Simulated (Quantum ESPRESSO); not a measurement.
# Al2InGaAs4: input and log of a self-consistent run

A calculation, not a measurement. The program is pw.x of Quantum ESPRESSO 7.5 (plane-wave density functional theory). The cell is made up: 8 atoms on a zincblende/diamond lattice, with randomly drawn elements, strain and displacements, not relaxed. PseudoDojo standard norm-conserving files (v0.5 for PBE, v0.4.1 for LDA and PBEsol) set the functional; there is no spin polarisation, spin-orbit coupling or dispersion term, and the masses in the input are unused placeholders.

Input:

```
&control calculation='scf', pseudo_dir='./dojo.nc.sr.pbe.v0_5.standard.upf', outdir='./o', disk_io='low', tprnfor=.true., tstress=.true. /
&system ibrav=0, nat=8, ntyp=4, nbnd=52, ecutwfc=84.00895049, nosym=.true., tot_charge=0,
 occupations='smearing', smearing='fd', degauss=0.0018374661
/
&electrons conv_thr=7.350e-09, electron_maxstep=60, /
ATOMIC_SPECIES
Al 1.0 Al.upf
As 1.0 As.upf
Ga 1.0 Ga.upf
In 1.0 In.upf
CELL_PARAMETERS angstrom
5.7918 -0.028 0.0205
-0.028 5.6229 0.0238
0.0207 0.0241 5.5359
ATOMIC_POSITIONS angstrom
Al 0.0458 -0.1034 0.0798
Al 0.0108 2.9005 2.8304
In 2.97 0.0328 2.7251
Ga 2.7855 2.8626 -0.0857
As 1.3565 1.3151 1.4602
As 1.4738 4.2028 4.2237
As 4.3292 1.5125 4.1364
As 4.4329 4.2862 1.324
K_POINTS automatic
4 4 4 1 1 1
```

The log is shortened where brackets say so; the opening notice, blank lines, dates and the lines on written files are dropped, and the path of the files is cut. It prints rydbergs, bohrs and kilobars, and counts compression as positive stress.

```
     Program PWSCF v.7.5
     Parallel version (MPI & OpenMP), running on       4 processor cores
     Number of MPI processes:                 4
     Threads/MPI process:                     1
     [start-up lines left out]
     bravais-lattice index     =            0
     lattice parameter (alat)  =      10.9451  a.u.
     unit-cell volume          =    1216.5627 (a.u.)^3
     number of atoms/cell      =            8
     number of atomic types    =            4
     number of electrons       =        92.00
     number of Kohn-Sham states=           52
     kinetic-energy cutoff     =      84.0090  Ry
     charge density cutoff     =     336.0358  Ry
     scf convergence threshold =      7.3E-09
     mixing beta               =       0.7000
     number of iterations used =            8  plain     mixing
     Exchange-correlation= PBE
                           (   1   4   3   4   0   0   0)
     [axes and pseudopotential details left out]
   Cartesian axes
     site n.     atom                  positions (alat units)
         1        Al     tau(   1) = (   0.0079076  -0.0178525   0.0137779  )
         2        Al     tau(   2) = (   0.0018647   0.5007852   0.4886821  )
         3        In     tau(   3) = (   0.5127847   0.0056631   0.4705016  )
         4        Ga     tau(   4) = (   0.4809299   0.4942416  -0.0147965  )
         5        As     tau(   5) = (   0.2342062   0.2270583   0.2521105  )
         6        As     tau(   6) = (   0.2544586   0.7256336   0.7292421  )
         7        As     tau(   7) = (   0.7474571   0.2611404   0.7141693  )
         8        As     tau(   8) = (   0.7653614   0.7400330   0.2285950  )
     number of k points=    32  Fermi-Dirac smearing, width (Ry)=  0.0018
                       cart. coord. in units 2pi/alat
        k(    1) = (   0.1251658   0.1288311   0.1297517), wk =   0.0625000
        k(    2) = (   0.1242346   0.1277193   0.3913211), wk =   0.0625000
     [further k points left out]
     Dense  grid:   126495 G-vectors     FFT dimensions: (  64,  64,  64)
     Estimated max dynamical RAM per process >     286.60 MB
     Estimated total dynamical RAM >       1.03 GB
     Initial potential from superposition of free atoms
     starting charge      91.9876, renormalised to      92.0000
     Starting wfcs are   62 randomized atomic wfcs
     total cpu time spent up to now is        3.5 secs
     per-process dynamical memory:   203.6 Mb
     Self-consistent Calculation
     iteration #  1     ecut=    84.01 Ry     beta= 0.70
     Davidson diagonalization with overlap
     ethr =  1.00E-02,  avg # of iterations =  4.5
     Threshold (ethr) on eigenvalues was too large:
     Diagonalizing with lowered threshold
     Davidson diagonalization with overlap
     ethr =  2.87E-04,  avg # of iterations =  3.4
     total cpu time spent up to now is       15.1 secs
     total energy              =   -1143.69713959 Ry
     estimated scf accuracy    <       0.27906500 Ry
     iteration #  2     ecut=    84.01 Ry     beta= 0.70
     Davidson diagonalization with overlap
     ethr =  3.03E-04,  avg # of iterations =  3.1
     total cpu time spent up to now is       20.7 secs
     total energy              =   -1143.74413478 Ry
     estimated scf accuracy    <       0.06040573 Ry
     iteration #  3     ecut=    84.01 Ry     beta= 0.70
     Davidson diagonalization with overlap
     ethr =  6.57E-05,  avg # of iterations =  5.8
     total cpu time spent up to now is       26.8 secs
     total energy              =   -1143.75789781 Ry
     estimated scf accuracy    <       0.01171560 Ry
     iteration #  4     ecut=    84.01 Ry     beta= 0.70
     Davidson diagonalization with overlap
     ethr =  1.27E-05,  avg # of iterations =  5.6
     total cpu time spent up to now is       32.8 secs
     total energy              =   -1143.76099789 Ry
     estimated scf accuracy    <       0.00187799 Ry
     iteration #  5     ecut=    84.01 Ry     beta= 0.70
     Davidson diagonalization with overlap
     ethr =  2.04E-06,  avg # of iterations =  5.0
     total cpu time spent up to now is       38.4 secs
     total energy              =   -1143.76131473 Ry
     estimated scf accuracy    <       0.00006820 Ry
     iteration #  6     ecut=    84.01 Ry     beta= 0.70
     Davidson diagonalization with overlap
     ethr =  7.41E-08,  avg # of iterations =  3.9
     total cpu time spent up to now is       44.5 secs
     total energy              =   -1143.76133985 Ry
     estimated scf accuracy    <       0.00001094 Ry
     iteration #  7     ecut=    84.01 Ry     beta= 0.70
     Davidson diagonalization with overlap
     ethr =  1.19E-08,  avg # of iterations =  2.2
     total cpu time spent up to now is       50.0 secs
     total energy              =   -1143.76134216 Ry
     estimated scf accuracy    <       0.00000203 Ry
     iteration #  8     ecut=    84.01 Ry     beta= 0.70
     Davidson diagonalization with overlap
     ethr =  2.21E-09,  avg # of iterations =  2.1
     total cpu time spent up to now is       55.0 secs
     total energy              =   -1143.76134247 Ry
     estimated scf accuracy    <       0.00000017 Ry
     iteration #  9     ecut=    84.01 Ry     beta= 0.70
     Davidson diagonalization with overlap
     ethr =  1.87E-10,  avg # of iterations =  3.9
     total cpu time spent up to now is       61.1 secs
     total energy              =   -1143.76134253 Ry
     estimated scf accuracy    <          1.0E-08 Ry
     iteration # 10     ecut=    84.01 Ry     beta= 0.70
     Davidson diagonalization with overlap
     ethr =  1.09E-11,  avg # of iterations =  3.1
     total cpu time spent up to now is       67.4 secs
     End of self-consistent calculation
     [lines on levels left out]
!    total energy              =   -1143.76134253 Ry
     estimated scf accuracy    <          3.5E-09 Ry
     smearing contrib. (-TS)   =      -0.00000000 Ry
     internal energy E=F+TS    =   -1143.76134253 Ry
     The total energy is F=E-TS. E is the sum of the following terms:
     one-electron contribution =    -655.82933595 Ry
     hartree contribution      =     379.60701160 Ry
     xc contribution           =    -276.77050867 Ry
     ewald contribution        =    -590.76850951 Ry
     convergence has been achieved in  10 iterations
     Forces acting on atoms (cartesian axes, Ry/au):
     atom    1 type  1   force =     0.02858334    0.08447348   -0.08281449
     atom    2 type  1   force =    -0.00340712   -0.01098887   -0.02874391
     atom    3 type  4   force =     0.00887455   -0.01866115    0.01637225
     atom    4 type  3   force =     0.04944007   -0.06017413    0.07300465
     atom    5 type  2   force =    -0.02420294    0.08397834   -0.04561965
     atom    6 type  2   force =    -0.05412417    0.03361957   -0.02597078
     atom    7 type  2   force =     0.04714016    0.00037626    0.06381995
     atom    8 type  2   force =    -0.05230390   -0.11262351    0.02995196
     Total force =     0.254804     Total SCF correction =     0.000372
     Computing stress (Cartesian axis) and pressure
          total   stress  (Ry/bohr**3)                   (kbar)     P=      100.94
   0.00065818   0.00005245  -0.00001578           96.82        7.72       -2.32
   0.00005245   0.00068283  -0.00010746            7.72      100.45      -15.81
  -0.00001578  -0.00010746   0.00071745           -2.32      -15.81      105.54
     init_run     :      3.31s CPU      3.41s WALL (       1 calls)
     electrons    :     63.04s CPU     63.85s WALL (       1 calls)
     forces       :      0.79s CPU      0.79s WALL (       1 calls)
     stress       :      2.60s CPU      2.60s WALL (       1 calls)
     [timing details left out]
     PWSCF        :   1m 9.87s CPU   1m10.80s WALL
     JOB DONE.
```

In other units: free energy -15561.666 eV for the cell, pressure 10.09 GPa, largest force component 2.896 eV/Å. A rerun of the same cell at another strain at 1437 eV and a 6 x 6 x 6 mesh moved values by no more than 0.011 eV in energy, 0.02 GPa in stress and 0.003 eV/Å in force.